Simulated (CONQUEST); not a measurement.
Set-up for a self-consistent single point of InSb (I-4m2, 8 atoms in the cell; from Materials Project mp-20012, changed as shown).

```xyz
8
Lattice="6.6332 0.0000 0.0000 0.0000 6.6332 0.0000 0.0000 0.0000 6.6996" Properties=species:S:1:pos:R:3 pbc="T T T"
In     0.0000     0.0000     0.0000
In     0.0000     3.3166     3.3498
In     3.3166     0.0000     3.3498
In     3.3166     3.3166     0.0000
Sb     1.6583     1.6583     5.0247
Sb     1.6583     4.9749     1.6749
Sb     4.9749     1.6583     1.6749
Sb     4.9749     4.9749     5.0247
```

Computed with PBE, numerical atomic orbitals double-zeta with polarisation (the shipped basis), PseudoDojo norm-conserving potentials made for PBE (CONQUEST).

CONQUEST settings:

| setting | value |
|---|---|
| basis | DZP |
| Diag.MPMeshX, Y, Z | 2 2 2 |
| potentials | PseudoDojo norm-conserving PBE |
| Grid.GridCutoff | 175 Ha |
| DM.SolutionMethod | diagon |
| Diag.SmearingType | 1 |
| Diag.kT | 0.003675 Ha |
| Diag.GammaCentred | true |
| Diag.MPOrder | 1 |
| minE.SCTolerance | 1.0e-06 |
| SC.MaxIters | 100 |
| SC.LinearMixingFactor | 0.3 |
| SC.KerkerPreCondition | true |
| SC.KerkerFactor | 0.1 1/bohr |
| AtomMove.TypeOfRun | static |

Results:

| Item | Result |
|---|---|
| Number of valence electrons | 112 |
| Number of bands | 144 |
| Number of k-points after the program's reduction | 8 |
| Size of the basis | 144 |
| Number of SCF iterations | 7 |
| FFT grid | 80 × 80 × 80 |
| Free energy E − TS | -17131.3199 eV |
| Fermi level (on the code's own zero) | -4.43 eV |
| Pressure | 0.27 GPa |

For comparison: a first run was changed to give this one (lattice vector c scaled by 1.01), and from it to this one the free energy hardly moves (within 1 meV/atom) and the pressure goes from 0.61 to 0.27 GPa.

The program uses no crystal symmetry, so grid and mesh can part values that symmetry would make equal. The atom-centred basis is finite, which shifts total energies and pressures against plane waves. The structure comes from a collection of computed structures, made at another level of theory; the collection holds predicted forms beside known ones. No clean gap shows at this smearing width and mesh (spacing up to 0.47 Å⁻¹); the mesh is coarse for partly filled bands, so the values carry mesh errors. Semi-local functionals can close small gaps.

Cost on one core: about 2.6 core-minutes (a rough figure).
